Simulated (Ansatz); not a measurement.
Data:

HfC:
Space group F-43m (No. 216); a = b = c = 4.9959 Å, α = β = γ = 90.00°

| atom | site | symmetry | x | y | z |
|---|---|---|---|---|---|
| Hf | 4a | -43m | 0.0000 | 0.0000 | 0.0000 |
| C | 4d | -43m | 0.7500 | 0.7500 | 0.7500 |
(The calculation used a cell of 2 atoms; values per cell refer to that cell.)

This is the PBEsol-relaxed structure.

**Question.** All from plane-wave PAW PBEsol (Ansatz code), unless another level is named. Estimate the hole effective mass.

**Answer.** 0.70, 0.70, 9.8 mₑ (principal values).

**Question.** Give the HSE06 gap on the PBEsol cell.

**Answer.** 0.92 eV.

**Question.** What about the band gap?

**Answer.** 0.19 eV (direct).

The start of the workflow was typed in or built on a structure type; neither database checked (COD, Materials Project) lists it. It is not the phase usual at ambient conditions (space group No. 225). The cell was relaxed with PBEsol under the symmetry of its start; whether a distortion lowers the energy is not shown. The run is not spin-polarised. Spin–orbit coupling is left out wherever it is not named.

Potentials: the later of the program's two PAW sets.
